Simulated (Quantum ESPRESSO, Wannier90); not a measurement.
**Wannier functions of Ga2AsP (R3m)**

Structure: Materials Project mp-1224789, symmetrised, not relaxed again. Not found in the COD (Crystallography Open Database) copy used; not checked further. Computed values, not measurements, from LDA: Quantum ESPRESSO (norm-conserving PseudoDojo potentials, cutoff 64 Ry, no spin polarisation, no spin-orbit coupling) on a Γ-centred 8×8×8 mesh, then Wannier90. Density: 10×10×10 mesh, cold smearing 0.01 Ry. Spin-orbit coupling, left out, would split the p-like bands by a few tenths of an eV.

```
begin unit_cell_cart
ang
   -1.9651101380    3.4036706015    0.0000000000
   -3.9302202761    0.0000000000    0.0000000000
   -1.9651101380    1.1345568672    6.4172630000
end unit_cell_cart
mp_grid = 8 8 8
```

Neighbour vectors b of the finite-difference formula (Å⁻¹), by shell:

```json
[
 {"shell": "1", "b_x": "0.00000", "b_y": "0.00000", "b_z": "0.12239"},
 {"shell": "1", "b_x": "0.00000", "b_y": "0.00000", "b_z": "-0.12239"},
 {"shell": "2", "b_x": "-0.19984", "b_y": "-0.11538", "b_z": "-0.04080"},
 {"shell": "2", "b_x": "0.00000", "b_y": "0.23075", "b_z": "-0.04080"},
 {"shell": "2", "b_x": "-0.19984", "b_y": "0.11538", "b_z": "0.04080"},
 {"shell": "2", "b_x": "0.19984", "b_y": "0.11538", "b_z": "0.04080"},
 {"shell": "2", "b_x": "0.00000", "b_y": "-0.23075", "b_z": "0.04080"},
 {"shell": "2", "b_x": "0.19984", "b_y": "-0.11538", "b_z": "-0.04080"}
]
```

Task: Find the weights w_b from the completeness condition Σ_b w_b b_α b_β = δ_αβ.

Result: Shell 1: Σ b_x² = 0.000, Σ b_y² = 0.000, Σ b_z² = 0.030 Å⁻²
Shell 2: Σ b_x² = 0.160, Σ b_y² = 0.160, Σ b_z² = 0.010 Å⁻²
Each of the three diagonal sums, weighted, has to give 1 and the off-diagonal ones 0, which holds for w_1 = 31.3 Å², w_2 = 6.26 Å². Check on xx: 31.29×0.000 + 6.26×0.160 = 1.00.

On this mesh the 8 functions of bands 16-23 (valence bands; start: s functions at the bond centres, conv_tol = 1.0e-6) end with spreads 2.1312, 2.4410, 2.1312, 2.1312, 2.3170, 2.2255, 2.3170, 2.3170 Å², Ω_I = 16.9375 Å² and Ω_D = 0.0093 Å².

Ω_total is the sum of the spreads, 18.011 Å². Ω_OD = Ω_total − Ω_I − Ω_D = 1.064 Å². Only (Ω_D + Ω_OD)/Ω_total = 6.0 % depends on the gauge, and another start could lower the total by that share at most. The rms radius is √(Ω_total/8) = 1.50 Å.
